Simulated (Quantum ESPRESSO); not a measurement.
```cif
data_CaI4Sr
_chemical_formula_sum 'Ca1 Sr1 I4'
_space_group_name_H-M_alt 'P 1'
_space_group_IT_number 1
_cell_length_a 6.90861
_cell_length_b 4.56832
_cell_length_c 7.94707
_cell_angle_alpha 90.000
_cell_angle_beta 90.161
_cell_angle_gamma 90.000
loop_
_space_group_symop_operation_xyz
  'x, y, z'
loop_
_atom_site_label
_atom_site_type_symbol
_atom_site_fract_x
_atom_site_fract_y
_atom_site_fract_z
_atom_site_occupancy
Ca1 Ca 0.00000 0.50000 0.50000 1
Sr1 Sr 0.00000 0.00000 0.00000 1
I1 I 0.25531 0.00000 0.34541 1
I2 I 0.74469 0.00000 0.65459 1
I3 I 0.26464 0.50000 0.82096 1
I4 I 0.73536 0.50000 0.17904 1
```

Cell and atoms were relaxed with PBE+D3(BJ) from Materials Project entry mp-1101340, within its symmetry.

### Question
What does PBEsol (pw.x of Quantum ESPRESSO, ONCV potentials, no spin-orbit coupling) give for the electronic structure near the Fermi level?

### Answer
The PBEsol gap is indirect, 3.33 eV, from Γ to D; the smallest direct gap is 3.38 eV. Without spin-orbit coupling, band edges of such heavy elements can be off by tenths of an eV.

The structure is a Materials Project entry; no match was found in the copy of COD used, and its stability was not checked.
